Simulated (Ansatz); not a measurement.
Bi2Te3 (Bi2Te3 type, space group R-3m)

```yaml
crystal:
  lattice:
    - [2.19356, 1.26645, 10.09527]
    - [-2.19356, 1.26645, 10.09527]
    - [0.00000, -2.53291, 10.09527]
  atoms:
    - { symbol: Bi, position: [0.40015, 0.40015, 0.40015] }
    - { symbol: Bi, position: [0.59985, 0.59985, 0.59985] }
    - { symbol: Te, position: [0.00000, 0.00000, 0.00000] }
    - { symbol: Te, position: [0.20935, 0.20935, 0.20935] }
    - { symbol: Te, position: [0.79065, 0.79065, 0.79065] }
```

Grid over V/V₀ and (c/a)/(c/a)₀, subscript 0 meaning the relaxed cell; the conventional c axis lies along z; no internal relaxation.

Computed with PBE-D3(BJ) (plane waves to 420 eV, PAW, scalar-relativistic; Ansatz, a first-principles code). k mesh 9×9×9 (Γ-centred), Fermi-Dirac smearing 0.05 eV. Stress and pressure are positive under compression. As the atoms are clamped, bonds stretch with the cell, which overstates energies and stresses. Bi2Te3 was relaxed with its symmetry unable to fall. Spin-orbit coupling is left out, though Bi and Te are heavy.

At one point of the scan the stress tensor (GPa) is:

```
  -2.20     0.00     0.00
   0.00    -2.20     0.00
   0.00     0.00    -1.09
```

Which point is it?
A) V/V₀ = 1.040, (c/a)/(c/a)₀ = 1.000
B) V/V₀ = 1.080, (c/a)/(c/a)₀ = 1.040
C) V/V₀ = 1.000, (c/a)/(c/a)₀ = 0.960
D) V/V₀ = 1.040, (c/a)/(c/a)₀ = 0.960

D, V/V₀ = 1.040, (c/a)/(c/a)₀ = 0.960

(A scan under strain: stresses follow from slopes of the energy per volume, elastic moduli from its curvatures.)
